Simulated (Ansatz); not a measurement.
## Response properties of Hf (P6_3/mmc)

Conventional cell: a = 3.158 Å, b = 3.158 Å, c = 5.005 Å, α = 90.00°, β = 90.00°, γ = 120.00°. Hf (atom 1) has 12 Hf at 3.10 to 3.16 Å as nearest neighbours.

Ansatz runs use the cell relaxed by PAW under their functional.

(1) What do its conduction electrons give? (PBEsol, all-electron LAPW in Ansatz 0.2.0, scalar-relativistic; a = 3.158, c = 5.005 Å; k mesh 12×12×8, fine mesh 20×20×12, Fermi-Dirac smearing of 0.080 eV, basis error target 1 meV/atom)

(2) How stiff is it? (PBEsol, PAW on Ansatz 0.2.0's default frozen-core files (fitted under PBE), scalar-relativistic; a = 3.158, c = 5.004 Å; k mesh 18×18×10, strains of ±0.008, Fermi-Dirac smearing of 0.100 eV, cutoff 420 eV)

(3) How does it vibrate? (PBEsol, PAW on Ansatz 0.2.0's default frozen-core files (fitted under PBE), scalar-relativistic; a = 3.160, c = 4.998 Å; k mesh 14×14×8, Fermi-Dirac smearing of 0.050 eV, cutoff 420 eV; q mesh 2×2×2)

Answers

(1) Fermi-surface sums: N(E_F) = 0.67 states/eV/atom, ħω_p (r.m.s. of x, y, z) = 4.1 eV, Fermi speed = 0.43×10⁶ m/s.

(2) Elastic moduli (Hill averages, relaxed ions; θ_D from sound speeds over directions): B = 113 GPa, G = 52.5 GPa, C11 = 182 GPa, C33 = 207 GPa, C44 = 48.6 GPa, ν = 0.299, θ_D = 233 K.

(3) Harmonic phonons by finite displacements (negative means unstable): highest mode = 157 cm⁻¹, lowest at M = 66.4 cm⁻¹, lowest at A = 54.2 cm⁻¹, lowest at L = 102 cm⁻¹, lowest optical at Γ = 80.3 cm⁻¹, highest at Γ = 101 cm⁻¹.

Caveats: no spin-orbit coupling on heavy atoms; these sums move with the mesh, by several per cent and more for small sheets (Fermi surface); frozen-core PAW files fitted under PBE, their cores solved anew for the functional of the run (moduli, phonons); responses of metals move with mesh and smearing (moduli, phonons); elastic stability says nothing of phonons or of other phases (moduli).
